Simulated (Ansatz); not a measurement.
# La$_{2}$LuN$_{3}$ (P-3m1) at 4 levels of theory

One geometry, relaxed with PBE; plane waves with PAW potentials in Ansatz, scalar-relativistic unless the row names spin-orbit coupling. No spin polarisation but for the spin–orbit row. Gaps are the least over mesh and band path; pressure is positive in compression.

```cif
data_structure
_symmetry_space_group_name_H-M 'P-3m1'
_symmetry_Int_Tables_number 164
_cell_length_a 3.6185
_cell_length_b 3.6185
_cell_length_c 8.9379
_cell_angle_alpha 90.000
_cell_angle_beta 90.000
_cell_angle_gamma 120.000
_cell_volume 101.35
loop_
_atom_site_label
_atom_site_type_symbol
_atom_site_symmetry_multiplicity
_atom_site_Wyckoff_symbol
_atom_site_fract_x
_atom_site_fract_y
_atom_site_fract_z
_atom_site_occupancy
La1 La 2 d 0.33333 0.66667 0.67607 1
Lu1 Lu 1 a 0.00000 0.00000 0.00000 1
N1 N 1 b 0.00000 0.00000 0.50000 1
N2 N 2 d 0.33333 0.66667 0.14900 1
```

```tsv
level	cutoff (eV)	k mesh	gap (eV)	pressure (GPa)
PBE	420	12×12×4	0.24	0.0
```

Problem. What comes out on the same cell with r2SCAN, PBE with spin-orbit coupling, PBEsol?

Solution.
| level | cutoff (eV) | k mesh | gap (eV) | pressure (GPa) |
| --- | --- | --- | --- | --- |
| r2SCAN | 500 | 12×12×4 | 0.53 | -1.1 |
| PBE with spin-orbit coupling | 420 | 12×12×4 | 0.17 | -0.1 |
| PBEsol | 420 | 12×12×4 | 0.17 | -4.7 |

Spin-orbit coupling matters for the bands of heavy elements and enters only rows that name it.

It was reached by relaxing an invented guess, and it needn't be the stable form of this composition.
